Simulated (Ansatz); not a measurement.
TiRh:
```xyz
2
Lattice="3.0911 0.0000 0.0000 0.0000 3.0911 0.0000 0.0000 0.0000 3.0911" Properties=species:S:1:pos:R:3 pbc="T T T"
Ti     1.5456     1.5456     1.5456
Rh     0.0000     0.0000     0.0000
```

Relaxed with r²SCAN. Special points in fractions of this cell's reciprocal vectors: Γ (0.000, 0.000, 0.000); X (0.000, 0.500, 0.000); M (0.500, 0.500, 0.000); R (0.500, 0.500, 0.500).

Task: List the band energies nearest the Fermi level at these points for plane-wave PAW r²SCAN (Ansatz code).

Result: In eV from the Fermi level; about four levels below and three above (degenerate sets whole), none deeper than 8.9 eV; points with the same levels are listed once.

```
k                          below                     above
-  -----------------------------  ------------------------
Γ  -5.61 -5.61 -2.58 -2.58 -2.58  0.84 0.84 2.53 2.53 2.53
X        -2.93 -2.93 -1.92 -1.21            0.28 0.28 0.53
M        -3.96 -3.96 -0.91 -0.06            0.56 0.56 1.24
R  -1.99 -1.99 -1.99 -0.84 -0.84            2.56 2.56 8.74
```

Space group Pm-3m (CsCl type). The workflow started from a Materials Project entry (that database holds measured and hypothetical structures alike); the Crystallography Open Database copy checked does not list it. COD files the formula under space group No. 123. Its standing as an ambient phase is unchecked. The r²SCAN relaxation kept the symmetry of its start. At this level the phase is mechanically unstable. No spin polarisation was allowed. Scalar-relativistic: spin–orbit coupling is off unless named, which matters more the heavier the elements.

Potentials: the later of the program's two PAW sets.
